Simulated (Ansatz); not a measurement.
The relaxed structure here is a generated cell of HfO2: the first start was made by placing the elements on the sites of a structure type, and the end was not matched to a known phase here, so it may be hypothetical. Known forms of HfO2 include space group No. 14, 29, 137, 225.

A relaxed cell of HfO2 (Pa-3 (No. 205)), relaxed on a k-mesh at least as fine as the one used below. Level of theory: PBEsol (plane waves to 420 eV, PAW, scalar-relativistic; Ansatz, an electronic-structure program). Γ-centred k-mesh 4×4×4 on the run's cell (coarser than for final values), Fermi–Dirac smearing 0.05 eV.

```xyz
12
Lattice="5.1480 0.0000 0.0000 0.0000 5.1480 0.0000 0.0000 0.0000 5.1480" Properties=species:S:1:pos:R:3 pbc="T T T"
Hf     0.0000     0.0000     0.0000
Hf     2.5740     2.5740     0.0000
Hf     0.0000     2.5740     2.5740
Hf     2.5740     0.0000     2.5740
O      1.7079     1.7079     1.7079
O      4.2819     0.8661     3.4401
O      3.4401     4.2819     0.8661
O      0.8661     3.4401     4.2819
O      3.4401     3.4401     3.4401
O      0.8661     4.2819     1.7079
O      1.7079     0.8661     4.2819
O      4.2819     1.7079     0.8661
```

The atoms are displaced along an unstable phonon of this cell by (Å):

```tsv
atom	ux	uy	uz
Hf1	-0.017	-0.020	-0.036
Hf2	-0.017	0.020	0.036
Hf3	-0.017	0.020	-0.036
Hf4	-0.017	-0.020	0.036
O5	0.094	0.029	0.113
O6	0.094	-0.029	-0.113
O7	0.094	-0.029	0.113
O8	0.094	0.029	-0.113
O9	0.094	0.029	0.113
O10	0.094	-0.029	-0.113
O11	0.094	-0.029	0.113
O12	0.094	0.029	-0.113
```

Problem. What forces (eV/Å) and pressure result?

Solution. 
```csv
atom,Fx,Fy,Fz
Hf1,-0.21,-0.28,-0.47
Hf2,-0.21,0.28,0.47
Hf3,-0.21,0.28,-0.47
Hf4,-0.21,-0.28,0.47
O5,0.05,0.00,0.04
O6,0.05,0.00,-0.04
O7,0.16,-0.10,0.17
O8,0.16,0.10,-0.17
O9,0.16,0.10,0.17
O10,0.16,-0.10,-0.17
O11,0.05,0.00,0.04
O12,0.05,0.00,-0.04
```

Pressure -1.5 GPa.

Problem. Estimate the energy cost of the displacement in the harmonic approximation and compare with the calculation.

Solution. For a harmonic well ΔE = −½ Σ F·u = -0.145 eV a cell, or -12 meV/atom. The calculated energy relative to the undisplaced cell is -0.013 eV/atom, so the harmonic estimate holds well.

The undisplaced cell is probably no minimum: from this displacement the run went on to Pca2₁ (No. 29), 0.138 eV/atom below it.

No spin polarisation in the result.
